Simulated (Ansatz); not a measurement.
Values for one crystal, relaxed and computed with r²SCAN (plane waves, PAW; program Ansatz); other levels are named.

| Quantity | Value |
|---|---|
| Volume per atom | 10.87 Å³ |
| Electronic character | metallic (no gap) |
| Density of states at the Fermi level | 0.54 states/eV per atom (mean over ±0.08 eV) |
| Formation energy from the elements (no fitted shifts) | -0.27 eV/atom |
| Bulk modulus (Birch–Murnaghan fit) | 218 GPa |
| Pressure derivative B′ | 5.7 |

Question: Which of these materials gives this?
A) Nb2Si, P6_3/mmc (Si on 2c, Nb on 2a, Nb on 2d)
B) FeSi, P2_13 (Fe on 4a, Si on 4a)
C) Y3SiS2, Immm (Y on 4j, Y on 2d, Si on 2a, S on 4i)
D) GdSi2Ni2, I4/mmm (Gd on 2a, Si on 4e, Ni on 4d)

Answer: B, FeSi, P2_13 (Fe on 4a, Si on 4a)

The cell was relaxed with r²SCAN under the symmetry of its start. The final state is ferromagnetic, chosen from 2 collinear starts compared on coarse meshes (ties went to the first, and starts can fall back to one state), not a proven ground state. Other orbital occupations within this spin state were not tried. The references are the lowest solids computed at this level, not always the standard phases.

Potentials: the later of the program's two PAW sets.
